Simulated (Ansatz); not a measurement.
Consider the following.

Ge$_{2}$Sb$_{2}$Te$_{5}$ (Ge2Sb2Te5-Kooi type, space group P-3m1)

```yaml
crystal:
  lattice:
    - [4.26710, 0.00000, 0.00000]
    - [-2.13355, 3.69542, 0.00000]
    - [0.00000, 0.00000, 17.62092]
  atoms:
    - { symbol: Te, position: [0.00000, 0.00000, 0.00000] }
    - { symbol: Ge, position: [0.66667, 0.33333, 0.09773] }
    - { symbol: Ge, position: [0.33333, 0.66667, 0.90227] }
    - { symbol: Te, position: [0.33333, 0.66667, 0.19306] }
    - { symbol: Te, position: [0.66667, 0.33333, 0.80694] }
    - { symbol: Sb, position: [0.00000, 0.00000, 0.30824] }
    - { symbol: Sb, position: [0.00000, 0.00000, 0.69176] }
    - { symbol: Te, position: [0.66667, 0.33333, 0.40475] }
    - { symbol: Te, position: [0.33333, 0.66667, 0.59525] }
```

The volume is varied about the relaxed value V₀ at fixed cell shape. The atoms relax within the cell's symmetry.

The numbers are results of r2SCAN (plane waves to 500 eV, PAW, scalar-relativistic; Ansatz, a first-principles code), not measurements. k mesh 9×9×2 (Γ-centred), Fermi-Dirac smearing 0.05 eV. Energies are smeared free energies. Stress and pressure are positive under compression. With the shape held, the modulus is that of even scaling; a crystal free to change shape is softer. Ge2Sb2Te5 was relaxed with its symmetry unable to fall. Spin-orbit coupling is left out, though Sb and Te are heavy. The PAW data are Ansatz's earlier set. The zero of ΔE is the relaxed starting cell.

The scan covers V/V₀ from 0.840 to 1.160 in 13 points.

### Question
What bulk modulus at fixed cell shape B₀ follows from a third-order Birch-Murnaghan fit?

### Answer
29.3 GPa.

### Question
What is the fitted pressure derivative B₀′?

### Answer
7.2.

(A scan under strain: stresses follow from slopes of the energy per volume, elastic moduli from its curvatures.)
